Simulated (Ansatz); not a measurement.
One crystal and one scan (scan of one atom of the cell) at two levels, PBE (plane waves to 420 eV, PAW, scalar-relativistic; Ansatz, a first-principles code) and r2SCAN (plane waves to 500 eV, PAW, scalar-relativistic; Ansatz), each from its own relaxed cell and on its own mesh. The cell shown is that of PBE.

GaN (wurtzite)

```
CELL_PARAMETERS angstrom
      3.21838     0.00000     0.00000
     -1.60919     2.78720     0.00000
      0.00000     0.00000     5.24320
ATOMIC_POSITIONS crystal
  Ga 0.66667 0.33333 0.00096
  Ga 0.33333 0.66667 0.50096
  N  0.66667 0.33333 0.62424
  N  0.33333 0.66667 0.12424
```

In each cell atom 3 (N, nearest neighbour Ga at 1.967 Å; its periodic images, 3.2 Å or more away, move with it) moves by s·(0.000, 0.000, 1.000) (along Cartesian z), the rest being held.

The energy includes the smearing's −TS. GaN was relaxed with its symmetry unable to fall. Both scans cover s from -0.390 to 0.390 Å.

ΔE (meV/cell), each from the undisplaced structure of its own level:

| s (Å) | PBE | r2SCAN |
|---|---|---|
| -0.390 | 807 | 910 |
| -0.312 | 562 | 633 |
| -0.234 | 344 | 388 |
| -0.156 | 167 | 188 |
| -0.078 | 46 | 51 |
| 0.000 | 0 | 0 |
| 0.078 | 55 | 62 |
| 0.156 | 243 | 273 |
| 0.234 | 608 | 682 |
| 0.312 | 1207 | 1353 |
| 0.390 | 2119 | withheld |

Question: Estimate the r2SCAN value at 0.390 from the PBE value there and the ratio of the two levels in the two nearest given rows on that side of the minimum.

Answer: At 0.312 and 0.234 the ratio r2SCAN/PBE averages 1.121, which gives 1.121 × 2119 = 2375 meV/cell. The calculation gives 2373 meV/cell, +12.0 % against PBE.

(For displaced atoms, the force is minus the slope of the energy, and its curvature is a force constant, which sets phonon frequencies.)
